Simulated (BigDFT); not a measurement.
A self-consistent single point of Si(F)(Me)(SMe)2 (C3H9FS2Si).

SMILES: CS[Si](C)(F)SC
```xyz
16

C      2.1538    -1.5990     0.5089
S      1.3310    -0.1666     1.2533
Si     0.3429     0.5751    -0.5788
C     -0.2023     2.3281    -0.2518
F      1.4083     0.5399    -1.7293
S     -1.1118    -0.7423    -1.2872
C     -2.2982    -0.7932     0.0980
H      2.7274    -2.0896     1.2638
H      2.9085    -1.2328    -0.2183
H      1.4300    -2.2672     0.0306
H     -0.9197     2.3395     0.5893
H     -0.7380     2.6895    -1.1276
H      0.5675     2.9945     0.0587
H     -1.7260    -1.1335     1.0655
H     -2.6842     0.1841     0.1845
H     -3.0337    -1.5403    -0.1090
```
Charge 0, spin multiplicity 1.

Method: Wu-Cohen, Daubechies wavelet basis, HGH (Krack) norm-conserving potentials made for PBE, isolated boundary conditions (BigDFT).

BigDFT settings:

* **basis**: Daubechies wavelets
* **dft.hgrids**: 0.324 bohr
* **dft.rmult**: 5 8
* **dft.ixc**: -118130
* **psppar.Pseudopotential XC**: 11
* **potentials**: built-in HGH-K PBE
* **boundary_conditions**: free
* **dft.gnrm_cv**: 1e-04
* **dft.itermax**: 80
* **dft.idsx**: 6
* **dft.nrepmax**: 3

Task: Estimate, at this level of theory: largest force (vector length), dipole moment and highest occupied level.

Result: The run gave:

- Largest force (vector length) = 3.284 eV/Å
- Dipole moment = 1.65 D
- Highest occupied level = -5.58 eV

For comparison: a first run (DFT, LDA (Teter-Pade), Daubechies wavelet basis, HGH (Krack) norm-conserving potentials made for LDA, isolated boundary conditions) was changed to give this one (dft.hgrids: 0.31 bohr → 0.324 bohr; dft.ixc: 1 → -118130; pseudopotentials: built-in HGH-K LDA → built-in HGH-K PBE; psppar.Pseudopotential XC: default → 11), and from it to this one the largest force goes from 3.341 to 3.284 eV/Å.

The grid can part forces that symmetry would make equal. Forces above 1 eV/Å remain at this geometry. The potentials were made for another functional than the one used. The geometry comes from a cheaper method or was typed, in some cases with atoms then moved at random; it is not relaxed at this level, and the species need not be a known compound.

Cost on one core: around 2.0 core-minutes (rough).
